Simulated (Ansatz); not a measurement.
Te:
```cif
data_Te3
_chemical_formula_sum 'Te3'
_space_group_name_H-M_alt 'P3121'
_space_group_IT_number 152
_space_group_name_Hall 'P 31 2"'
_cell_length_a 4.51749
_cell_length_b 4.51749
_cell_length_c 5.92336
_cell_angle_alpha 90.000
_cell_angle_beta 90.000
_cell_angle_gamma 120.000
loop_
_atom_site_label
_atom_site_type_symbol
_atom_site_symmetry_multiplicity
_atom_site_Wyckoff_symbol
_atom_site_fract_x
_atom_site_fract_y
_atom_site_fract_z
_atom_site_occupancy
Te1 Te 3 a 0.73931 0.73931 0.00000 1
```

Relaxed at zero pressure with plane-wave PAW r²SCAN+D4 (Ansatz code).

### Question
The volume is lowered by 6 % and shape and atoms relax at that volume. What pressure results, and how do the axes share the change?

### Answer
1.4 GPa; a -3.2 %, b -3.2 %, c 0.3 %; the energy rises by 8 meV/atom.

### Question
Give the new structure.

### Answer

Space group P3₁21 (No. 152); a = 4.3728 Å, b = 4.3728 Å, c = 5.9424 Å, α = 90.00°, β = 90.00°, γ = 120.00°

```
atom  site  symmetry       x       y       z
----  ----  --------  ------  ------  ------
Te      3a       .2.  0.7283  0.7283  0.0000
```

The phase is kept; no other phase was compared at this pressure.

Space group P3_121 (trigonal Se type). The r²SCAN+D4 relaxation kept the symmetry of its start; phonons on a q-mesh show no instability. Scalar-relativistic: spin–orbit coupling is off unless named, which matters more the heavier the elements.

Potentials: the later of the program's two PAW sets.
